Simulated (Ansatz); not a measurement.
# Run times of several calculations on SiO₂

Cell: 12 atoms, space group P4_12_12, a = 4.972 Å, b = 4.972 Å, c = 6.922 Å, α = 90.00°, β = 90.00°, γ = 90.00°.

All runs are DFT with Ansatz 0.2.0 on 1 thread of Intel Xeon Platinum 8259CL CPU @ 2.50GHz (Skylake/Cascade Lake) (x86_64; 44 cores open to the job, memory cap 2.5 GiB, no GPU), a shared host.

**Question.** Rank the runs by wall time, shortest first.
A. single point, PBE, 420 eV, 5×5×4 k-points, smearing 0.02 eV
B. relaxation of the ions, PBE, 420 eV, 5×5×4 k-points, smearing 0.02 eV
C. single point at relaxed positions, r2SCAN, 500 eV, 5×5×4 k-points, smearing 0.02 eV

**Answer.** A (17 s, 0.47 GiB), C (34 s, 0.79 GiB), B (52 s, 0.51 GiB).
